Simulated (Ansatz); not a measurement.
## Convergence test, BaCuGe

These are results of Ansatz 0.2.0, DFT PBEsol, scalar-relativistic, plane waves, PAW, not measurements.

```xyz
3
Lattice="4.2343 0.0000 0.0000 -2.1172 3.6670 0.0000 0.0000 0.0000 5.0455" Properties=species:S:1:pos:R:3 pbc="T T T"
Ba    0.0000    0.0000    0.0000
Cu    0.0000    2.4447    2.5228
Ge    2.1172    1.2223    2.5228
```

* Γ-centred k-mesh: 12×12×8
* occupation rule: Gaussian smearing, 0.1 eV
* spin treatment: unpolarised
* valence charge of the PAW sets: Ba 10, Cu 19, Ge 14

The atoms are held and the plane-wave cutoff is swept. Energies are extrapolated to zero smearing and count from the reference run, 500 eV. The cell isn't necessarily relaxed at this level. Spin–orbit coupling is left out. Pressure is positive in compression and holds a correction for the finite cutoff (Pulay stress).

```csv
cutoff (eV),ΔE (meV/atom),P (GPa),plane waves at Γ
250,1268,-2.18,733
300,143,-1.87,909
350,9.09,-2.02,1155
420,0.99,-2.05,1511
500,0.00,-2.05,1981
```